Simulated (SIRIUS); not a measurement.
Worked example: self-consistent single point of TePb (Fm-3m, 2 atoms in the cell; from Materials Project mp-19717, changed as shown) in SIRIUS.

Computed with PBE, GBRV PBE ultrasoft pseudopotentials (plane waves; SIRIUS).

The change in words: volume scaled by 1.02. Reference geometry (Fm-3m):
```yaml
crystal:
  lattice:
    - [0.00000, 3.27089, 3.27089]
    - [3.27089, 0.00000, 3.27089]
    - [3.27089, 3.27089, 0.00000]
  atoms:
    - { symbol: Te, position: [0.00000, 0.00000, 0.00000] }
    - { symbol: Pb, position: [0.50000, 0.50000, 0.50000] }
```

Reference input (self-consistent single point, DFT, PBE, plane waves, GBRV PBE ultrasoft pseudopotentials): parameters.ngridk = 8 8 8; parameters.xc_functionals = [XC_GGA_X_PBE, XC_GGA_C_PBE]; parameters.gk_cutoff = 6.325 1/bohr; parameters.pw_cutoff = 14.143 1/bohr; parameters.smearing = gaussian; parameters.smearing_width = 0.000734986 Ha; potentials = GBRV PBE ultrasoft pseudopotentials; parameters.electronic_structure_method = pseudopotential; parameters.num_bands = 14; parameters.num_mag_dims = 0; parameters.num_dft_iter = 100; parameters.energy_tol = 1e-07 Ha. This run's input differs from it in these lines:

```diff
@@ -32,7 +32,7 @@
     "lattice_vectors": [
-      [0.0, 0.7071068148, 0.7071068148],
-      [0.7071068148, 0.0, 0.7071068148],
-      [0.7071068148, 0.7071068148, 0.0]
+      [0.0, 0.7071068028, 0.7071068028],
+      [0.7071068028, 0.0, 0.7071068028],
+      [0.7071068028, 0.7071068028, 0.0]
     ],
-    "lattice_vectors_scale": 8.741389,
+    "lattice_vectors_scale": 8.799283,
     "atom_coordinate_units": "lattice",
```

Output (repeated stretches shortened):

```
[find] density tolerance         : 1e-06
[find] total energy tolerance    : 1e-07
[find] iter_solver_tol (initial) : 0.01
[find] iter_solver_tol (target)  : 1e-13
[find] num_dft_iter              : 100
Charges and magnetic moments
--------------------------------------------------------------------------------
total charge          : 20.000000
[find] | SCF iteration   0 out of 100|
[diagonalize] iterative solver tolerance (occupied, empty): 0.01 0.01
[diagonalize] average number of iterations: 3.82759
[find] Charges and magnetic moments
[find] total charge          : 20.000000
[find] Energy
   [... lines left out ...]

[find] Charges and magnetic moments
[find] total charge          : 20.000000
[find] Energy
[find] smearing (-TS)                 :      -0.00000000
[find] Total energy                   :     -95.35833324 (Ha),    -190.71666648 (Ry)
[find] Free energy (E-TS)             :     -95.35833324 (Ha),    -190.71666648 (Ry)
[find] band gap (eV)                  :       0.82240415
[find] Efermi                         :       0.26531676
[find] iteration : 25, RMS (target) : 9.1370e-07 (1.0000e-06) , energy difference (target) : -2.5184e-10 (1.0000e-07)
[find] bands are converged : false
[find] iterative solver converged : false
[find] converged after 26 SCF iterations!
[find] Charges and magnetic moments
[find] total charge          : 20.000000
[find] Energy
[find] smearing (-TS)                 :      -0.00000000
[find] Total energy                   :     -95.35833324 (Ha),    -190.71666648 (Ry)
[find] Free energy (E-TS)             :     -95.35833324 (Ha),    -190.71666648 (Ry)
[find] band gap (eV)                  :       0.82240415
[find] Efermi                         :       0.26531676
[ground_state] === stress tensor components [kbar] ===
[ground_state] === stress_total ===
[ground_state]     3.973716   -0.000000    0.000000
[ground_state]    -0.000000    3.973716    0.000000
[ground_state]     0.000000    0.000000    3.973716
[ground_state] ==== total Forces in Ha/bohr =====
[ground_state] atom:    0, force:       0.0000000      0.0000000      0.0000000
[ground_state] atom:    1, force:       0.0000000      0.0000000      0.0000000
```

The run converged in 26 iterations. SIRIUS prints the stress tensor with tension positive. Against the reference run the free energy stays essentially unchanged (within 1 meV/atom), the pressure goes from 0.37 to -0.40 GPa and the gap on the mesh goes from 0.784 to 0.822 eV.

Spin-orbit coupling is left out, which matters for bands and gaps with elements this heavy. The structure comes from a collection of computed structures, made at another level of theory; the collection holds predicted forms beside known ones.

Cost on one core: about 18 core-seconds (a rough figure).

The gap that the log prints is read on the run's mesh, which can miss the band edges or a crossing.
